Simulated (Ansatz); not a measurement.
LaOF:
```xyz
6
Lattice="4.0765 0.0000 0.0000 0.0000 4.0765 0.0000 0.0000 0.0000 5.8256" Properties=species:S:1:pos:R:3 pbc="T T T"
La     2.0383     0.0000     4.1687
La     0.0000     2.0383     1.6569
O      0.0000     0.0000     2.9128
O      2.0383     2.0383     2.9128
F      2.0383     2.0383     0.0000
F      0.0000     0.0000     0.0000
```

Relaxed with r²SCAN.

Problem. Give the Bader charges and basin volumes of the independent atoms, plane-wave PAW r²SCAN (Ansatz code).

Solution. 

```csv
atom,Bader charge (e),Bader volume (Å³)
La1,+2.20,18.6
O3,-1.36,14.9
F5,-0.84,14.9
```

Space group P4/nmm. The workflow started from a Materials Project entry (that database holds measured and hypothetical structures alike); the Crystallography Open Database copy checked does not list it. COD files the formula under space group No. 166. Its standing as an ambient phase is unchecked. The r²SCAN relaxation kept the symmetry of its start; its stability against distortions is not shown here. Spin–orbit coupling is left out wherever it is not named.

Potentials: the later of the program's two PAW sets.
